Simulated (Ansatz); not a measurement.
Computed with DFT PBE, scalar-relativistic, plane waves, PAW (Ansatz). The final run on the 5-atom cell used 420 eV, a Γ-centred 10×10×1 mesh, 0.10 eV smearing and no spin polarisation.

The zero of energy is the elements' standard structures at the same level (F₂ as a molecule); no fitted shifts are applied. The references include crystalline Br.

Task: Give a relaxed trial structure of a two-dimensional metal made of Br, F and Zr, with a formation energy near −1.96 eV/atom and about 3.6 Å² per atom, in a cell of 5 atoms.

Result: ZrBr2F2, layer group p4mm (No. 55). Only a and b repeat, and vacuum parts the sheet from its images along c. Zr at height 0.93 Å has 4 F at 2.31 Å; Br at height 2.75 Å has 1 F at 2.75 Å, 2 Zr at 2.79 Å and 4 Br at 2.98 Å; F at height 0.00 Å has 2 Zr at 2.31 Å.

```
Zr Br F
1.0
     4.22074    0.00000    0.00000
     0.00000    4.22074    0.00000
     0.00000    0.00000   30.00536
Zr Br F
1 2 2
Direct
  0.50000 0.50000 0.28547
  0.50000 0.00000 0.34630
  0.00000 0.50000 0.34630
  0.00000 0.50000 0.25453
  0.50000 0.00000 0.25453
```

The area per atom is 3.56 Å², the thickness between the outermost nuclei is 2.75 Å and the energy over the elements is −1.96 eV/atom. The gap on the 10×10×1 mesh of the 5-atom cell is 0 eV (a metal).

It was reached by relaxing an invented guess, and it needn't be the stable form of this composition. Other answers may fit too; this one was computed.

The reference form of Br is held partly by dispersion forces, which this level lacks. A structure relaxed within its symmetry needn't be a true minimum.
